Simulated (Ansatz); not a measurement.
Ta$_{2}$BN:
```cif
data_B3N3Ta6
_chemical_formula_sum 'Ta6 N3 B3'
_space_group_name_H-M_alt 'R-3m :H'
_space_group_IT_number 166
_space_group_name_Hall '-R 3 2"'
_cell_length_a 3.16026
_cell_length_b 3.16026
_cell_length_c 15.54865
_cell_angle_alpha 90.000
_cell_angle_beta 90.000
_cell_angle_gamma 120.000
loop_
_atom_site_label
_atom_site_type_symbol
_atom_site_symmetry_multiplicity
_atom_site_Wyckoff_symbol
_atom_site_fract_x
_atom_site_fract_y
_atom_site_fract_z
_atom_site_occupancy
Ta1 Ta 6 c 0.00000 0.00000 0.25238 1
N1 N 3 b 0.00000 0.00000 0.50000 1
B1 B 3 a 0.00000 0.00000 0.00000 1
```
(The calculation used a cell of 4 atoms; values per cell refer to that cell.)

Relaxed with PBEsol.

Task: Decompose the optical modes at the zone centre into irreducible representations, and say which are infrared and Raman allowed.

Result: Point group -3m: Γ_opt = A1g + 2A2u + Eg + 2Eu. Infrared: A2u, Eu. Raman: A1g, Eg.

Task: Assign frequencies (DFPT, PBEsol in the plane-wave PAW code Ansatz).

Result: Eg 116, A1g 189, Eu 396, A2u 487, Eu 717, A2u 725 cm⁻¹.

The start of the workflow was typed in or built on a structure type; neither database checked (COD, Materials Project) lists it. Its standing as an ambient phase is unchecked. Symmetry was held in the PBEsol relaxation; its stability against distortions is not shown here. The run is not spin-polarised. As this level gives no gap, phonon frequencies hold no LO–TO term and depend on the k-mesh and smearing (Fermi–Dirac, 0.1 eV here). Scalar-relativistic: spin–orbit coupling is off unless named, which matters more the heavier the elements.

Potentials: the earlier of the program's two PAW sets. The files were generated under PBE; for other functionals the program regenerates the frozen cores, and for LDA and PBEsol the local potential too.
